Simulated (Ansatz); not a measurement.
PbS (rock salt)

```
CELL_PARAMETERS angstrom
      0.00000     3.00445     3.00445
      3.00445     0.00000     3.00445
      3.00445     3.00445     0.00000
ATOMIC_POSITIONS crystal
  S  0.00000 0.00000 0.00000
  Pb 0.50000 0.50000 0.50000
```

The slice is a {110} plane (indices of the conventional cell) through the point (0.000, 0.000, 0.000) (fractional), spanned by u = [100] and v = [1 -1 -1] in vectors of this cell: u (4.25 Å) and v (6.01 Å, at 90° to u). It covers one period; positions are fractions (u, v).

Level of theory: PBE (plane waves to 420 eV, PAW, scalar-relativistic; Ansatz, a quantum-chemistry and plane-wave program). k mesh 10×10×10. These are valence fields of a PAW run, semicore shells included where kept as valence: close to a nucleus they are smooth pseudo fields. PbS was relaxed with its symmetry unable to fall. Spin-orbit coupling is left out, though Pb is heavy.

Problem. Around which element is the density of the highest valence band (whole band, smooth part) largest on this plane?

Solution. S. Mean over a disc round each atom, of radius 0.45 times the shortest bond: S 0.131, Pb 0.043 e/Å³.

Problem. Sketch the density of the highest valence band (whole band, smooth part) on this plane as a map.

Solution. 
| v \ u | 0.00 | 0.13 | 0.26 | 0.39 | 0.52 | 0.65 | 0.78 | 0.91 |
|---|---|---|---|---|---|---|---|---|
| 0.88 | 0.207 | 0.139 | 0.043 | 0.010 | 0.006 | 0.017 | 0.068 | 0.175 |
| 0.75 | 0.029 | 0.022 | 0.010 | 0.004 | 0.004 | 0.006 | 0.013 | 0.025 |
| 0.62 | 0.060 | 0.048 | 0.018 | 0.006 | 0.006 | 0.008 | 0.027 | 0.055 |
| 0.50 | 0.025 | 0.067 | 0.033 | 0.009 | 0.008 | 0.013 | 0.048 | 0.059 |
| 0.38 | 0.060 | 0.048 | 0.018 | 0.006 | 0.006 | 0.008 | 0.027 | 0.055 |
| 0.25 | 0.029 | 0.022 | 0.010 | 0.004 | 0.004 | 0.006 | 0.013 | 0.025 |
| 0.12 | 0.207 | 0.139 | 0.043 | 0.010 | 0.006 | 0.017 | 0.068 | 0.175 |
| 0.00 | 0.005 | 0.257 | 0.085 | 0.016 | 0.008 | 0.028 | 0.142 | 0.210 |

Values: density of the highest valence band (whole band, smooth part) in e/Å³.
